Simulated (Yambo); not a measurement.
G0W0@PBEsol for K2S3 (space group Cmc2_1, No. 36) in Yambo. Reference settings: 2×2×2 Γ-centred k mesh, 283 bands and a 6 Ry block in the screening, 283 bands in G with the Bruneval-Gonze terminator, plasmon pole fitted at 27.2 eV. The PBEsol gap (0, -0.5, 0) → (-0.5, -0.5, 0) on this mesh is 1.23 eV; G0W0 gaps are taken between the same points.

```json
[
 {"change from the reference": "reference settings", "G0W0 gap (0, -0.5, 0) → (-0.5, -0.5, 0) (eV)": "2.94", "shift of the valence edge (eV)": "-1.01"},
 {"change from the reference": "5 Ry block", "G0W0 gap (0, -0.5, 0) → (-0.5, -0.5, 0) (eV)": "2.90", "shift of the valence edge (eV)": "-0.95"},
 {"change from the reference": "no random integration", "G0W0 gap (0, -0.5, 0) → (-0.5, -0.5, 0) (eV)": "2.89", "shift of the valence edge (eV)": "-0.84"},
 {"change from the reference": "110 bands in G, no terminator", "G0W0 gap (0, -0.5, 0) → (-0.5, -0.5, 0) (eV)": "2.95", "shift of the valence edge (eV)": "-0.35"},
 {"change from the reference": "110 bands in W, 110 bands in G", "G0W0 gap (0, -0.5, 0) → (-0.5, -0.5, 0) (eV)": "2.98", "shift of the valence edge (eV)": "-0.70"},
 {"change from the reference": "184 bands in G, no terminator", "G0W0 gap (0, -0.5, 0) → (-0.5, -0.5, 0) (eV)": "2.94", "shift of the valence edge (eV)": "-0.72"},
 {"change from the reference": "3 Ry block", "G0W0 gap (0, -0.5, 0) → (-0.5, -0.5, 0) (eV)": "…", "shift of the valence edge (eV)": "-0.80"},
 {"change from the reference": "134 bands in W", "G0W0 gap (0, -0.5, 0) → (-0.5, -0.5, 0) (eV)": "2.96", "shift of the valence edge (eV)": "-0.87"}
]
```

Q: Estimate the withheld gaps from the other rows; the computed values follow.

A: 
- 3 Ry block, G0W0 gap (0, -0.5, 0) → (-0.5, -0.5, 0) (eV): 2.79

The reference isn't shown to be the converged limit.

Geometry of the Materials Project entry, not relaxed at this level; primitive cell a = b = 6.2222 Å, c = 7.4147 Å, α = β = 90.00°, γ = 108.39°.

A shift is the quasiparticle energy of the state minus its PBEsol energy.
